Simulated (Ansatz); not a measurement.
NaI (rock salt)

```
CELL_PARAMETERS angstrom
      0.00000     3.26452     3.26452
      3.26452     0.00000     3.26452
      3.26452     3.26452     0.00000
ATOMIC_POSITIONS crystal
  I  0.00000 0.00000 0.00000
  Na 0.50000 0.50000 0.50000
```

The slice is a {100} plane (indices of the conventional cell) through the point (0.000, 0.000, 0.000) (fractional), spanned by u = [100] and v = [0 1 -1] in vectors of this cell: u (4.62 Å) and v (4.62 Å, at 90° to u). It covers one period; positions are fractions (u, v).

The numbers are results of PBE (plane waves to 420 eV, PAW, scalar-relativistic; Ansatz, a quantum-chemistry and plane-wave program), not measurements. k mesh 9×9×9. Inside the PAW spheres the values are not all-electron values, and peaks at nuclei hang on which shells count as valence. NaI was relaxed with its symmetry unable to fall. Spin-orbit coupling is left out, though I is heavy.

Question: What is the ELF at the density minimum of the shortest I–Na line in this plane (3.26 Å)?

Answer: 0.02.

Question: What is the valence density on the shortest I–Na line in this plane (3.26 Å), at its minimum between the atoms?

Answer: 0.06 e/Å³.

Question: The ELF has a maximum in the middle third of the I–Na line. Where, and how high?

Answer: 0.80, 1.4 Å from I.

Question: Sketch the electron localisation function (ELF) on this plane as a map.

Answer: 
```
|xxxx+##%@@@%*-.   .-*%@@@%##+xxx|
|xxx=*#%%@@@%*-.   .-*%@@@%%#*=xx|
|xx=+*#%%@@@%*-.   .-*%@@@%%#*+=x|
|++**#%%@@@@#+:.   .:+#@@@@%%#**+|
|*###%%@@@@%#=:     :=#%@@@@%%###|
|##%%%@@@@@#+:       :+#@@@@@%%%#|
|%%%%@@@@@%+:         :+%@@@@@%%%|
|@@@@@@@@%+:           :+%@@@@@@@|
|@@@@@@@%+:             :+%@@@@@@|
|@@@@@%#+:     .:-:.     :+#%@@@@|
|%%%%##+:    .-+***+-.    :+##%%%|
|****+=:    .=*#####*=.    :=+***|
|----::     -*##xxx##*-     ::---|
|.....     .+##xxxxx##+.     ....|
|          :*#xxxxxxx#*:         |
|          -*#xxxxxxx#*-         |
|          :*#xxxxxxx#*:         |
|.....     .+##xxxxx##+.     ....|
|----::     -*##xxx##*-     ::---|
|****+=:    .=*#####*=.    :=+***|
|%%%%##+:    .-+***+-.    :+##%%%|
|@@@@@%#+:     .:-:.     :+#%@@@@|
|@@@@@@@%+:             :+%@@@@@@|
|@@@@@@@@%+:           :+%@@@@@@@|
|%%%%@@@@@%+:         :+%@@@@@%%%|
|##%%%@@@@@#+:       :+#@@@@@%%%#|
|*###%%@@@@%#=:     :=#%@@@@%%###|
|++**#%%@@@@#+:.   .:+#@@@@%%#**+|
|xx=+*#%%@@@%*-.   .-*%@@@%%#*+=x|
|xxx=*#%%@@@%*-.   .-*%@@@%%#*=xx|
|xxxx+##%@@@%*-.   .-*%@@@%##+xxx|
|xxxx+*#%@@@%*-.   .-*%@@@%#*+xxx|
```
Scale: ten equal steps from 0.01 (start of ' ') to 0.80 (end of '@'), in the order ' .:-=+*#%@'. Values: electron localisation function (ELF). The map has 32 points along u (one character each, u = 0 at the left) and 32 along v (v = 0 in the bottom row). Points within 0.5 Å of a nucleus are blanked (x), as the pseudised field means little there.
